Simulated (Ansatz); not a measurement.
## LaPt3Br: reading a single point

```
La Br Pt
1.0
     3.36911    1.94515    5.45996
    -3.36911    1.94515    5.45996
     0.00000   -3.89031    5.45996
La Br Pt
2 2 6
Direct
  0.25000 0.25000 0.25000
  0.75000 0.75000 0.75000
  0.00000 0.00000 0.00000
  0.50000 0.50000 0.50000
  0.30786 0.19204 0.75000
  0.75000 0.30786 0.19204
  0.19204 0.75000 0.30786
  0.69214 0.80796 0.25000
  0.25000 0.69214 0.80796
  0.80796 0.25000 0.69214
```

Single point in Ansatz 0.2.0 with r2SCAN, no spin polarisation. Cutoff 500 eV, PAW datasets, 6×6×6 Γ-centred k mesh, cold filling (width 0.2658 eV).

(1) Is there a gap?

(2) What do density and ELF say about some of the short contacts?

(3) What is the formation energy?

(4) What does the stress say?

Origin: a known structure type with other elements, at an estimated volume, so it need not be a known compound. Caveats: many states at the Fermi level without spin polarisation, so a magnetic state may lie lower; wide smearing; f levels without a U or exact exchange are poorly placed.

Answers

(1) It is a metal, with about 3.9 states/eV a cell as the mean within 0.25 eV of the Fermi level, mostly Pt s (27 %), Pt d (25 %) and La d (21 %).

(2) Br–Pt at 2.41 Å: least valence density 0.65 e/Å³ and ELF 0.37 there. La–Pt at 2.98 Å: least valence density 0.29 e/Å³ and ELF 0.25 there. Both are smooth PAW fields, read partly inside the augmentation spheres.

(3) 0.10 eV an atom against the elements' usual phases (free molecules for gases, crystals otherwise, with no correction for O₂ or N₂), so at this geometry it isn't bound against them. Relaxing would lower it.

(4) The pressure is 7.1 GPa (compression positive), so with the atoms held at these fractions the cell would first expand. The principal stresses 5.9, 7.7, 7.7 GPa differ, so its shape would change too.
